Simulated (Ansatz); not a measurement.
Cu (fcc (Cu type), Fm-3m) at seven volumes, plane-wave PAW PBE+D3(BJ) (Ansatz code), scaled uniformly. One row is withheld.

```
V (Å³/atom)  P (GPa)
-----------  -------
10.293         19.89
10.633         12.03
10.972          5.48
11.311          0.00
11.651         -4.57
11.990             ?
12.329        -11.55
```

Question: Fit the shown pressures and predict the withheld one.

Answer: P = (3/2)B₀(x^(7/2) − x^(5/2))[1 + (3/4)(B′ − 4)(x − 1)] with x = (V₀/V)^(2/3). Least squares on the six rows gives V₀ = 11.312 Å³/atom, B₀ = 166 GPa, B′ = 5.01. At V = 11.990, x = 0.9619 and P = -8.35 GPa. The run itself gave -8.38 GPa.

The PBE+D3(BJ) relaxation kept the symmetry of its start. No spin polarisation was allowed. The pairwise dispersion correction was not fitted to metals.

Potentials: the later of the program's two PAW sets.
